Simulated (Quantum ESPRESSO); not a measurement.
Computed NMR tensors in LiH (changed cell)

```
CELL_PARAMETERS angstrom
      0.00000     2.01866     1.98853
      2.01866     0.00000     1.98853
      2.01866     2.01866     0.00000
ATOMIC_POSITIONS crystal
  Li 0.00000 0.00000 0.00000
  H  0.50000 0.50000 0.50000
```
The cell was made here from a computed Materials Project entry: strained by -1 % along the cube axis and by +0.5 % across it, atoms relaxed (PBE without dispersion, pw.x of a modified build of Quantum ESPRESSO, symmetry kept). The parent is LiH in Fm-3m. Stability against distortions was not tested.

These are absolute shieldings with no macroscopic susceptibility term; δ = σ_ref − σ needs a reference computed alike. By our sweeps, such settings leave a few ppm in absolute σ.

Shieldings of H and of elements past Ba are not listed.

Task: What do the calculations give at each independent site (shieldings by GIPAW with PBE in Quantum ESPRESSO, on JTH PAW datasets, 30 Ha, k-mesh 11×11×11 shifted, f-sum rule met within 0.014 %)?

Result: 
| site | site symmetry | σ_iso (ppm) |
|---|---|---|
| Li (atom 1) | 4/mmm | 85 |
| H (atom 2) | 4/mmm | – |
